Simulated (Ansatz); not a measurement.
GaReSi: pressure against volume

GaReSi, P4/nmm, a = 3.210 Å, c = 8.115 Å. The structure is a COD entry; whether it is the stable form wasn't checked. Ansatz: PBE, PAW, 420 eV, Γ-centred 12×12×6 mesh on 6 atoms, Gaussian smearing 0.01 eV; no spin polarisation. Shape and atoms are relaxed at each volume; pressure is positive in compression.

```tsv
V (Å³/atom)	P (GPa)
13.103	14.39
13.522	?
13.940	0.00
14.358	-5.45
14.776	-9.95
```

Problem. Take V0 = 13.940 Å³/atom, fit the third-order Birch–Murnaghan form to the other rows, and predict the missing pressure.

Solution. With the Eulerian strain f = ½[(V0/V)^(2/3) − 1] and y = P/[3f(1 + 2f)^(5/2)], the form is the line y = B0 + 1.5 B0 (B0′ − 4) f. Rows (f, y): 0.02107, 205.3; -0.00975, 195.7; -0.01904, 191.9. Means f = -0.002573, y = 197.63; Σ(Δf)² = 0.0008817, ΣΔfΔy = 0.2895; the slope is their ratio. y = 198.5 + 328.4 f GPa, so B0 = 198.5 GPa and B0′ = 4 + 2 × (328.4)/(3 × 198.5) = 5.10. At V = 13.522, f = 0.01025, y = 201.87 and P = 6.53 GPa. The run gave 6.56 GPa, so the fit is 0.03 GPa too low, a small miss on the scale of the series.

Spin–orbit coupling is left out, which can shift energies with elements as heavy as these.